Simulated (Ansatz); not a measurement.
Ti$_{5}$Ge$_{3}$:
```cif
data_Ge6Ti10
_chemical_formula_sum 'Ti10 Ge6'
_space_group_name_H-M_alt 'P63/mcm'
_space_group_IT_number 193
_space_group_name_Hall '-P 6c 2'
_cell_length_a 7.54741
_cell_length_b 7.54741
_cell_length_c 5.19514
_cell_angle_alpha 90.000
_cell_angle_beta 90.000
_cell_angle_gamma 120.000
loop_
_atom_site_label
_atom_site_type_symbol
_atom_site_symmetry_multiplicity
_atom_site_Wyckoff_symbol
_atom_site_fract_x
_atom_site_fract_y
_atom_site_fract_z
_atom_site_occupancy
Ti1 Ti 6 g 0.25130 0.25130 0.75000 1
Ti2 Ti 4 d 0.33333 0.66667 0.00000 1
Ge1 Ge 6 g 0.38917 0.38917 0.25000 1
```

Relaxed with r²SCAN.

### Question
Tabulate the valence density and the electron localisation function along the shortest Ti–Ge contact (2.58 Å), plane-wave PAW r²SCAN (Ansatz code).

### Answer


| distance from Ti (Å) | density (e/Å³) | ELF |
|---|---|---|
| 0.26 | 9.19 | 0.18 |
| 0.39 | 7.47 | 0.46 |
| 0.52 | 5.07 | 0.61 |
| 0.64 | 2.77 | 0.58 |
| 0.77 | 1.24 | 0.40 |
| 0.90 | 0.56 | 0.18 |
| 1.03 | 0.35 | 0.10 |
| 1.16 | 0.30 | 0.15 |
| 1.29 | 0.31 | 0.32 |
| 1.42 | 0.36 | 0.47 |
| 1.55 | 0.44 | 0.48 |
| 1.68 | 0.57 | 0.44 |
| 1.81 | 0.87 | 0.38 |
| 1.93 | 1.63 | 0.27 |
| 2.06 | 4.00 | 0.13 |
| 2.19 | 11.01 | 0.04 |
| 2.32 | 26.34 | 0.01 |

The density is the valence pseudo-density with augmentation charge, so density and ELF within about 1 Å of a nucleus are not all-electron values.

Space group P6_3/mcm. The workflow started from a Materials Project entry (that database holds measured and hypothetical structures alike); the Crystallography Open Database files this formula in space group No. 193, but the cells were not matched. Its standing as an ambient phase is unchecked. Symmetry was held in the r²SCAN relaxation; its stability against distortions is not shown here. The run is not spin-polarised.

Potentials: the later of the program's two PAW sets.
